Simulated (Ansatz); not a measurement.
SiO2:
```cif
data_O4Si2
_chemical_formula_sum 'Si2 O4'
_space_group_name_H-M_alt 'P 1'
_space_group_IT_number 1
_cell_length_a 4.18519
_cell_length_b 4.18519
_cell_length_c 2.66884
_cell_angle_alpha 90.000
_cell_angle_beta 90.000
_cell_angle_gamma 90.000
loop_
_space_group_symop_operation_xyz
  'x, y, z'
loop_
_atom_site_label
_atom_site_type_symbol
_atom_site_fract_x
_atom_site_fract_y
_atom_site_fract_z
_atom_site_occupancy
Si1 Si 0.00000 0.00000 0.00000 1
Si2 Si 0.50000 0.50000 0.50000 1
O1 O 0.30610 0.30610 0.00000 1
O2 O 0.80610 0.19390 0.50000 1
O3 O 0.19390 0.80610 0.50000 1
O4 O 0.69390 0.69390 0.00000 1
```

Relaxed with r²SCAN. 

Q: HSE06 on this cell (Ansatz, a program for electronic structure, PAW) gives a gap of 7.66 eV. What does r²SCAN give?

A: 6.51 eV.

Cost on shared cores: the r²SCAN run (SCF on a 7×7×10 mesh, then bands and DOS) around 40 core-seconds (rough), the HSE06 run (SCF on 4×4×6, then a few points) about 80 core-seconds (a rough figure); the tasks are unlike.

Space group P4_2/mnm (rutile). This is a known high-pressure phase of the composition, computed here at zero pressure and temperature. The r²SCAN relaxation kept the symmetry of its start; its stability against distortions is not shown here.

Potentials: the later of the program's two PAW sets.

Ansatz is a plane-wave DFT program.
